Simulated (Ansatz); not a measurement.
CuAu (L1₀ or tetragonal B2, P4/mmm) at seven volumes, DFT-PBE in the program Ansatz with PAW potentials, shape and atoms relaxed at each. One row is withheld.

```tsv
V (Å³/atom)	P (GPa)
13.652	17.19
14.102	10.32
14.552	4.66
15.002	0.00
15.452	-3.84
15.902	?
16.352	-9.54
```

Fit the shown pressures and predict the withheld one.

P = (3/2)B₀(x^(7/2) − x^(5/2))[1 + (3/4)(B′ − 4)(x − 1)] with x = (V₀/V)^(2/3). Least squares on the six rows gives V₀ = 15.002 Å³/atom, B₀ = 141 GPa, B′ = 5.53. At V = 15.902, x = 0.9619 and P = -6.99 GPa. The run itself gave -6.98 GPa.

The cell was relaxed with PBE under the symmetry of its start. The run is not spin-polarised. Scalar-relativistic: spin–orbit coupling is off unless named, which matters more the heavier the elements.

Potentials: the later of the program's two PAW sets.
